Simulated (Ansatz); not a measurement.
TlBr:
Space group Cmcm (No. 63); a = 4.2741 Å, b = 11.8810 Å, c = 4.7280 Å, α = β = γ = 90.00°

| atom | site | symmetry | x | y | z |
|---|---|---|---|---|---|
| Tl | 4c | m2m | 0.0000 | 0.3941 | 0.2500 |
| Br | 4c | m2m | 0.0000 | 0.1385 | 0.2500 |
(The calculation used a cell of 4 atoms; values per cell refer to that cell.)

Relaxed with LDA.

Task: Tabulate the valence density and the electron localisation function along the shortest Tl–Tl contact (3.45 Å), plane-wave PAW LDA (Ansatz code).

Result: 

```tsv
distance from Tl (Å)	density (e/Å³)	ELF
0.35	5.85	0.02
0.52	3.80	0.13
0.69	2.23	0.34
0.86	1.19	0.44
1.04	0.61	0.42
1.21	0.31	0.37
1.38	0.17	0.28
1.55	0.11	0.15
1.73	0.10	0.10
1.90	0.11	0.15
2.07	0.17	0.28
2.24	0.31	0.37
2.42	0.61	0.42
2.59	1.19	0.44
2.76	2.23	0.34
2.93	3.80	0.13
3.11	5.85	0.02
```

The density is the valence pseudo-density with augmentation charge, so density and ELF within about 1 Å of a nucleus are not all-electron values.

The workflow started from a Materials Project entry (that database holds measured and hypothetical structures alike); the Crystallography Open Database copy checked does not list it. COD files the formula under space group No. 221, so this cell is another polymorph or a model. Its standing as an ambient phase is unchecked. The cell was relaxed with LDA under the symmetry of its start; its stability against distortions is not shown here. A crystal of weakly bound molecules computed without a dispersion correction: the cell and the soft elastic constants depend strongly on that. Scalar-relativistic: spin–orbit coupling is off unless named, which matters more the heavier the elements.

Potentials: the later of the program's two PAW sets.
